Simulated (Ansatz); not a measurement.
Here is the system:

ZnAu:
```
ZnAu
1.0
    3.09575     0.00000     0.00000
    0.00000     3.09575     0.00000
    0.00000     0.00000     3.09575
Au Zn
1 1
Cartesian
  0.00000   0.00000   0.00000
  1.54787   1.54787   1.54787
```

This is the LDA-relaxed structure.

### Question
All from plane-wave PAW LDA (Ansatz code), unless another level is named. Give the density of states at the Fermi level.

### Answer
0.24 states/eV per atom (mean over ±0.08 eV).

### Question
Next, the formation energy from the elements (no fitted shifts)?

### Answer
-223 meV/atom.

Space group Pm-3m (CsCl type). The cell was relaxed with LDA under the symmetry of its start; of distortions, only those at the zone centre were tested. The references are the lowest solids computed at this level, not always the standard phases. Spin–orbit coupling is left out wherever it is not named.

Potentials: the later of the program's two PAW sets.
